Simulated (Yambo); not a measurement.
**Excitons in Rb2PtH6**

```xyz
9
Lattice="0.0000 4.2608 4.2608 4.2608 0.0000 4.2608 4.2608 4.2608 0.0000" Properties=species:S:1:pos:R:3 pbc="T T T"
H      4.2608     4.2608     6.8796
H      4.2608     4.2608     1.6420
H      6.8796     4.2608     4.2608
H      1.6420     4.2608     4.2608
H      4.2608     6.8796     4.2608
H      4.2608     1.6420     4.2608
Rb     6.3912     6.3912     6.3912
Rb     2.1304     2.1304     2.1304
Pt     0.0000     0.0000     0.0000
```

The geometry is that of Materials Project entry mp-643101, symmetrised and not relaxed again.

BSE in Yambo on LDA (pw.x of Quantum ESPRESSO, ONCV potentials, scalar-relativistic) bands: 4×4×4 mesh, 9 valence and 14 conduction bands, static screening with 76 bands and a 3 Ry block, scissor 2.50 eV, Tamm-Dancoff; field along x.

```csv
state,energy (eV),states within 2 meV,relative strength,class,main transitions
1,5.22,3,< 0.01,dark,several band pairs
2,5.27,3,< 0.01,dark,several band pairs
3,5.56,3,0.70,strong,several band pairs
4,5.61,3,< 0.01,dark,several band pairs
5,5.83,3,< 0.01,dark,several band pairs
6,5.88,2,< 0.01,dark,VB → CB (90 %)
7,5.94,3,1.00,strong,several band pairs
8,5.96,1,< 0.01,weak,VB → CB (84 %)
```

These are vertical excitations (zero momentum). The direct quasiparticle gap on this mesh is 6.28 eV; counted from there, state 1 is bound by 1.06 eV. Convergence with the mesh was not shown.

Spin singlets only. Strengths are relative to the strongest of the lowest states of this run; strong means a line over 3 % of the spectrum's maximum, dark under 0.03 %. Absolute energies carry the error of the G0W0 scissor, whose convergence isn't established.

Without spin-orbit coupling, band edges of such heavy elements can be off by tenths of an eV.

The structure is a Materials Project entry; no match was found in the copy of COD used, and its stability was not checked.
